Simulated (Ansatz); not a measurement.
Elastic constants of Nb4AsPC2: input and output

The calculation used Ansatz, DFT PBE, scalar-relativistic, plane waves, PAW.

Launched with:
```bash
ansatz run input.yaml --threads 2 --pin off --max-ram 6144MiB --backend cpu --events-out ev --progress --plain --runs-dir out
```

Input (bare energies are in eV):
```yaml
crystal:
  lattice:
    - [3.3110846176, 0.0, 0.0]
    - [-1.6555423088, 2.8674833929, 0.0]
    - [0.0, 0.0, 11.8538206559]
  atoms:
    - { symbol: Nb, position: [0.3333333333, 0.6666666667, 0.1599292277] }
    - { symbol: Nb, position: [0.6666666667, 0.3333333333, 0.6464574592] }
    - { symbol: Nb, position: [0.6666666667, 0.3333333333, 0.3535425408] }
    - { symbol: Nb, position: [0.3333333333, 0.6666666667, 0.8400707723] }
    - { symbol: P, position: [0.3333333333, 0.6666666667, 0.5] }
    - { symbol: As, position: [0.6666666667, 0.3333333333, 0.0] }
    - { symbol: C, position: [0.0, 0.0, 0.2545973665] }
    - { symbol: C, position: [0.0, 0.0, 0.7454026335] }
basis:
  ecutwfc: 420
kpoints:
  mp_grid: { grid: [12, 12, 4] }
hamiltonian:
  xc: pbe
scf:
  occupations: { method: fermi_dirac, width: 0.15 }
output:
  forces: true
  stress: true
  eigenvalues: true
elastic:
  mode: relaxed_ion
  amplitude: 0.005
  stencil: two_point
```

From the output:
```
--- Elastic constants: 3 strain directions × 2 members + reference (group order 12) ---
  dense FFT box of the reference and of every strained cell: 24×24×80
  strains applied: 11, 33, 23; error gains: componentwise 1.00 (the most a stress slope's error grows in a printed constant), spectral 1.41 (1 for all six strains in a standard setting)
  reference relaxed by the batch: 3 steps; max|allowed force component| 5.47e-4 eV/Å at the deck's positions, 2.49e-5 at the last accepted step, 2.49e-5 by the solve of record
  largest displacement 3.3e-5 Å; the constants are those of the deck's cell at these positions:
  atoms:
    - { symbol: Nb, position: [0.3333333333333333, 0.6666666666666666, 0.1599281406226377] }
    - { symbol: Nb, position: [0.6666666666666665, 0.3333333333333333, 0.6464602094521756] }
    - { symbol: Nb, position: [0.6666666666666665, 0.3333333333333333, 0.3535397905478242] }
    - { symbol: Nb, position: [0.3333333333333333, 0.6666666666666666, 0.8400718593773622] }
    - { symbol: P, position: [0.3333333333333333, 0.6666666666666666, 0.49999999999999994] }
    - { symbol: As, position: [0.6666666666666665, 0.3333333333333333, 3.572826735963424e-23] }
    - { symbol: C, position: [-1.6070855133010143e-35, -1.9720816881926314e-35, 0.25459797051329364] }
    - { symbol: C, position: [-7.413386330729327e-36, -1.9371001948322298e-35, 0.7454020294867062] }
  C = ∂σ_k/∂η_j (tension-positive GPa; Voigt order 11 22 33 23 13 12):
       348.754    112.344    162.487      0.000      0.000     -0.000
       112.344    348.754    162.487      0.000      0.000     -0.000
       162.501    162.501    355.476      0.000      0.000      0.000
         0.000      0.000      0.000    173.756      0.000      0.000
         0.000      0.000      0.000      0.000    173.756      0.000
         0.000     -0.000      0.000      0.000      0.000    118.205
  reference stress σ⁰ (GPa):      0.007      0.007     -0.004     -0.000     -0.000     -0.000
  C* (energy form; C + prestress term) asymmetry max|C*_kj − C*_jk| = 2.600e-3 GPa — a small one proves nothing (zero by symmetry where the batch's group is 432, −43m or m−3m); a large one is finite-difference/SCF noise where every solve ...
  moduli (Voigt/Reuss/Hill, GPa): K = 214.18/212.81/213.49   G = 134.19/125.01/129.60   E = 323.36   ν = 0.248
  mechanically stable: yes (min eigenvalue of sym C = 118.20 GPa)
  strain η (Voigt 11):  stress-route row diagonal C_11 = 348.75 GPa, energy-path curvature d²(F+E_count+ΔE)/dδ²/Ω₀ = 348.72 GPa
         δ    σ_11 (GPa) F (eV) n_scf n_hpsi n_pw
    -5.000e-3      -1.7632      -24328.8650823      14  134366   2231   relax 6 steps, max|allowed force component| 2.14e-6 eV/Å
     5.000e-3       1.7244      -24328.8651079      14  134513   2255   relax 5 steps, max|allowed force component| 1.73e-5 eV/Å
  strain η (Voigt 33):  stress-route row diagonal C_33 = 355.48 GPa, energy-path curvature d²(F+E_count+ΔE)/dδ²/Ω₀ = 355.48 GPa
         δ    σ_33 (GPa) F (eV) n_scf n_hpsi n_pw
    -5.000e-3      -1.8089      -24328.8649744      14   59141   2235   relax 4 steps, max|allowed force component| 2.76e-6 eV/Å
     5.000e-3       1.7459      -24328.8651009      14   59437   2260   relax 5 steps, max|allowed force component| 1.50e-6 eV/Å
  strain η (Voigt 23):  stress-route row diagonal C_44 = 173.76 GPa, energy-path curvature d²(F+E_count+ΔE)/dδ²/Ω₀ = 173.78 GPa
         δ    σ_23 (GPa) F (eV) n_scf n_hpsi n_pw
    -5.000e-3      -0.8688      -24328.8666308      14  170538   2238   relax 5 steps, max|allowed force component| 3.26e-5 eV/Å
     5.000e-3       0.8688      -24328.8666308      14  170579   2238   relax 5 steps, max|allowed force component| 3.06e-5 eV/Å
```

Time: 19 min on 2 threads of Arm Neoverse V2, on a shared host, peak memory 0.98 GiB.

The cell was built by swapping an element in a database structure (itself possibly hypothetical) and relaxing; it need not be the stable form of this composition. In a metal, frequencies and elastic constants depend on the k mesh and the smearing, soft modes and shear constants most.